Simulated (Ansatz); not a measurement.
# NaHfO: rattling a relaxed structure

The cell was found from a structure generator's guess, not taken from experiment.

Computed with Ansatz 0.2.0, DFT PBE, scalar-relativistic, plane waves, PAW. Plane waves to 420 eV, a k mesh through Γ of 16×16×8 on the computed 3-atom cell and Gaussian smearing (0.10 eV); no spin polarisation.

The cell below (3 atoms, space group P4/mmm (No. 123)) is relaxed within its symmetry.

```
Na Hf O
1.0
     3.04256    0.00000    0.00000
     0.00000    3.04256    0.00000
     0.00000    0.00000    5.81434
Na Hf O
1 1 1
Direct
  0.50000 0.50000 0.50000
  0.50000 0.50000 0.00000
  0.00000 0.00000 0.50000
```

For the test a repeat of it with 6 atoms (edges 3.04, 5.81, 6.09 Å) was strained at random (σ = 1.5 % a component), the atoms were moved at random (σ = 0.15 Å), and all was relaxed again on a coarse 8×4×4 mesh (in the run’s order of axes) with 0.20 eV smearing, with no symmetry imposed.

These runs have no spin–orbit coupling, which can matter for Hf. An odd number of electrons in the primitive cell allows no gap without spin; a larger cell or a magnetic state could open one.

**Question.** Is the structure stable against such a distortion?

**Answer.** It doesn't return. The energy falls by 1788 meV/atom on that mesh, the volume changes by 3.9 %, and the end has space group Pmm2 (No. 25) at a loose tolerance. Relaxed again on a 12×8×6 mesh with 0.10 eV smearing, the new structure lies 1780 meV/atom below the first (mesh in the axes of the run's cell; the cell below is made exact in the group named). Space group Pmm2 (No. 25), orthorhombic, a = 3.165 Å, b = 5.441 Å, c = 6.501 Å. Around Na on its first site lie 2 O at 3.14 Å, 2 Na at 3.17 Å, 4 Hf at 3.38–3.44 Å, 4 Na at 3.42 Å, 2 Hf at 3.85 Å and 2 O at 3.87 Å; Na on its second site is surrounded by 4 O at 2.62 Å, 2 Na at 3.17 Å, 4 Na at 3.42 Å and 4 Hf at 3.44–3.49 Å; Hf on its first site is surrounded by 4 O at 2.15 Å, 6 Hf at 3.17–3.27 Å, 4 Na at 3.38–3.49 Å and 2 Na at 3.85 Å; O has 3 Hf at 2.08–2.15 Å, 1 O at 2.61 Å, 2 Na at 2.62 Å, 1 O at 2.83 Å, 1 Na at 3.14 Å, 2 O at 3.17 Å, 2 Hf at 3.79 Å and 1 Na at 3.87 Å; 1 more site not described.

```cif
data_structure
_symmetry_space_group_name_H-M 'Pmm2'
_symmetry_Int_Tables_number 25
_cell_length_a 3.1653
_cell_length_b 5.4407
_cell_length_c 6.5005
_cell_angle_alpha 90.000
_cell_angle_beta 90.000
_cell_angle_gamma 90.000
_cell_volume 111.95
loop_
_atom_site_label
_atom_site_type_symbol
_atom_site_symmetry_multiplicity
_atom_site_Wyckoff_symbol
_atom_site_fract_x
_atom_site_fract_y
_atom_site_fract_z
_atom_site_occupancy
Na1 Na 1 c 0.50000 0.00000 0.28363 1
Na2 Na 1 b 0.00000 0.50000 0.48803 1
Hf1 Hf 1 a 0.00000 0.00000 0.82336 1
Hf2 Hf 1 d 0.50000 0.50000 0.95854 1
O1 O 2 h 0.50000 0.76021 0.72334 1
```
